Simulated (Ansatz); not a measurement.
HfO$_{2}$:
```
HfO2
1.0
    0.00000     2.52952     2.52952
    2.52952     0.00000     2.52952
    2.52952     2.52952     0.00000
Hf O
1 2
Direct
  0.00000   0.00000   0.00000
  0.75000   0.75000   0.75000
  0.25000   0.25000   0.25000
```

x, y and z are the axes in which the lattice vectors are written.

### Question
Give the high-frequency dielectric tensor and the Born effective charge tensors of the independent atoms from DFPT, plane-wave PAW r²SCAN (Ansatz code).

### Answer

ε∞:
```
4.91  0.00  0.00
0.00  4.91  0.00
0.00  0.00  4.91
```
Z* of atom 1 (Hf), rows: field, columns: displacement, in e:
```
5.51  0.00  0.00
0.00  5.51  0.00
0.00  0.00  5.51
```
Z* of atom 2 (O), rows: field, columns: displacement, in e:
```
-2.75   0.00   0.00
 0.00  -2.75   0.00
 0.00   0.00  -2.75
```

Static charges for comparison (Bader): Hf1 +2.77, O2 -1.39 e. Born charges measure polarisation by displacement and can exceed these by far.

Space group Fm-3m (fluorite). This is a known high-temperature phase of the composition, computed here at zero pressure and temperature. The r²SCAN relaxation kept the symmetry of its start. At this level the phase is dynamically unstable (imaginary phonons). No spin polarisation was allowed. Spin–orbit coupling is left out wherever it is not named.

Potentials: the earlier of the program's two PAW sets.
